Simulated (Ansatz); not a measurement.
GaN (wurtzite, P6_3mc), plane-wave PAW PBE (Ansatz code). The conduction-band minimum lies at Γ, with 1 equivalent valley. Second derivatives d²E/dk² of the lowest band at one valley (eV·Å²), along Cartesian directions:

```tsv
direction	d²E/dk²
[100]	47.75
[010]	47.75
[001]	52.93
[110]	47.75
[101]	50.35
[011]	50.35
```

Task: Find the principal effective masses, the density-of-states mass and the conductivity mass.

Result: Off-diagonal terms follow from H_xy = H[110] − (H_xx + H_yy)/2, and m*/mₑ = 7.620 eV·Å² over each eigenvalue: 0.14, 0.16, 0.16. One valley's DOS mass (m₁m₂m₃)^(1/3) = 0.15, conductivity mass 3/(Σ 1/mᵢ) = 0.15 mₑ.

Task: What effective density of states Nc follows at 300 K for parabolic valleys?

Result: Nc = 2.509e19 × 1 × (0.15)^(3/2) ≈ 1.5e18 cm⁻³.

Symmetry was held in the PBE relaxation. Spin–orbit coupling is left out wherever it is not named.

Potentials: the later of the program's two PAW sets.

Edges and masses are those of Kohn–Sham bands, whose gap is no quasiparticle gap.
